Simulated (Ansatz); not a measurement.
# Notes on La₂MgZn₆Ge

```
CELL_PARAMETERS angstrom
2.99982 1.73194 4.83581
-2.99982 1.73194 4.83581
0.00000 -3.46389 4.83581
ATOMIC_POSITIONS crystal
La 0.75200 0.75200 0.75200
Ge 0.50300 0.50300 0.50300
Mg 0.00000 0.00000 0.00000
Zn 0.69000 0.25500 0.78900
Zn 0.78900 0.69000 0.25500
Zn 0.25500 0.78900 0.69000
Zn 0.20800 0.32400 0.73500
Zn 0.73500 0.20800 0.32400
Zn 0.32400 0.73500 0.20800
La 0.24800 0.24800 0.24800
```

Single point in Ansatz 0.2.0 with PBEsol, no spin polarisation. Cutoff 420 eV, PAW datasets, 5×5×5 Γ-centred k mesh, gaussian filling (width 0.0317 eV).

Q: Describe some of the short contacts.

A: Ge–Zn at 2.02 Å: least valence density 0.76 e/Å³ and ELF 0.41 there. Mg–Zn at 2.22 Å: least valence density 0.29 e/Å³ and ELF 0.13 there. La–Zn at 2.65 Å: least valence density 0.34 e/Å³ and ELF 0.23 there. These are pseudo-fields; inside the PAW spheres they differ from the all-electron ones.

Q: Which atom feels the largest force, and which way?

A: The largest is on Zn8 (and as large on other atoms): 3.80 eV/Å, components (2.31, 1.84, -2.39). It makes 163° with the line to a nearest neighbour, Ge2 at 2.03 Å, pointing away from it.

Q: What does the stress say?

A: The pressure is 53.9 GPa (compression positive), so with the atoms held at these fractions the cell would first expand; the forces are large, so a full relaxation may end otherwise. The principal stresses 48.6, 56.6, 56.6 GPa differ, so its shape would change too.

Q: Is there a gap?

A: It is a metal, with about 4.6 states/eV a cell as the mean within 0.25 eV of the Fermi level.

Q: Is it stable against the elements?

A: 1.04 eV an atom against the elements' usual phases (free molecules for gases, crystals otherwise, with no correction for O₂ or N₂), so at this geometry it isn't bound against them. Relaxing would lower it.

Q: Which element gives electrons and which takes them?

A: Bader charges in e: La +1.00, Mg +1.44, Zn -0.54, Ge -0.20. In the mean Mg gives up most and Zn takes most.

Origin: a known structure type with other elements, at an estimated volume, so it need not be a known compound. Caveats: atoms or cell far from equilibrium; f levels without a U or exact exchange are poorly placed.
